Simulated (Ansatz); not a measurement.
# How far is PAW off for FePt?

```
CELL_PARAMETERS angstrom
2.72165 0.00000 0.00000
0.00000 2.72165 0.00000
0.00000 0.00000 3.70000
ATOMIC_POSITIONS crystal
Fe 0.50000 0.50000 0.50000
Pt 0.00000 0.00000 0.00000
```

Atoms are numbered in the order listed.

Conventional cell: a = 2.722 Å, b = 2.722 Å, c = 3.700 Å, α = 90.00°, β = 90.00°, γ = 90.00°. Fe (atom 1) has 8 Pt at 2.67 Å and 4 Fe at 2.72 Å as nearest neighbours. Pt (atom 2) has 8 Fe at 2.67 Å and 4 Pt at 2.72 Å as nearest neighbours.

The cell comes from COD entry 1540807, which wasn't checked; take it as a given geometry.

Other magnetic orders may lie lower; this is the state that the run reached.

Spin–orbit coupling is left out, though it moves levels of the heavy atoms by tenths of an eV or more.

Methods: DFT, PBE, PAW with Ansatz's default frozen-core files, scalar-relativistic (Ansatz 0.2.0); DFT, PBE, all-electron LAPW, scalar-relativistic (Ansatz 0.2.0).

For PAW: a Γ-centred 12×12×9 k mesh, Fermi–Dirac smearing of 0.05 eV, cutoff 420 eV, spin-polarised from start moments Fe1 3 μB. LAPW targets a basis error of 1 meV/atom. The Ansatz runs share mesh, smearing and spin set-up. Plane-wave (PAW) pressures include the program's estimate of the Pulay term.

Stress and pressure are positive in compression.

Levels count from the Fermi level.

PAW results:

```
                              quantity     PAW
                        pressure (GPa)    5.12
                       stress xx (GPa)    4.53
                       stress zz (GPa)    6.31
               moment of the cell (μB)   3.289
highest filled spin-up level at R (eV)  -0.405
  lowest empty spin-up level at R (eV)   4.757
highest filled spin-up level at Γ (eV)  -0.362
  lowest empty spin-up level at Γ (eV)   2.319
```

Question: What does full-potential LAPW give for the same quantities?

Answer: 
| quantity | LAPW |
| --- | --- |
| pressure (GPa) | 5.09 |
| stress xx (GPa) | 4.49 |
| stress zz (GPa) | 6.29 |
| moment of the cell (μB) | 3.290 |
| highest filled spin-up level at R (eV) | -0.405 |
| lowest empty spin-up level at R (eV) | 4.755 |
| highest filled spin-up level at Γ (eV) | -0.362 |
| lowest empty spin-up level at Γ (eV) | 2.315 |
